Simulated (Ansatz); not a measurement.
Y(AlSi)2 (space group P-3m1)

```
CELL_PARAMETERS angstrom
      4.17029     0.00000     0.00000
     -2.08514     3.61157     0.00000
      0.00000     0.00000     6.51056
ATOMIC_POSITIONS crystal
  Y  0.00000 0.00000 0.00000
  Al 0.66667 0.33333 0.35513
  Al 0.33333 0.66667 0.64487
  Si 0.66667 0.33333 0.74276
  Si 0.33333 0.66667 0.25724
```

The slice is a (1 -1 0 0) plane (indices of the conventional cell) through the point (0.333, 0.667, 0.645) (fractional), spanned by u = [110] and v = [001] in vectors of this cell: u (4.17 Å) and v (6.51 Å, at 90° to u). It covers one period; positions are fractions (u, v).

Method: PBEsol (plane waves to 420 eV, PAW, scalar-relativistic; Ansatz, a quantum-chemistry and plane-wave program). k mesh 13×13×7. Inside the PAW spheres the values are not all-electron values, and peaks at nuclei hang on which shells count as valence. Y(AlSi)2 is run without spin polarisation. Y(AlSi)2 was relaxed with its symmetry unable to fall.

Q: Predict the map of the electrostatic potential energy of an electron, from the cell's mean on the slice.

A: 
```
v \ u  0.00  0.15  0.31  0.46  0.62  0.77  0.92
-----  ----  ----  ----  ----  ----  ----  ----
0.90      x     x   6.2   7.9   7.6   2.5     x
0.75      x   1.7   6.0   4.0   5.1   5.2     x
0.60      x     x   4.7   5.7   6.0     x     x
0.45    0.9   4.4   5.3   2.6   3.8   5.6   2.1
0.30    8.6   7.9   4.7   0.7   2.4   6.6   8.4
0.15      x   2.7   6.0   4.0   5.1   5.4  <0.0
0.00      x     x   4.2   6.5   6.3     x     x
```

Values: electrostatic potential energy of an electron, from the cell's mean, in eV. Points within 1 Å of a nucleus are blanked (x), as the pseudised field means little there. Values under 0 eV are set to 0. The zero, the cell's mean, hangs on the PAW cores.
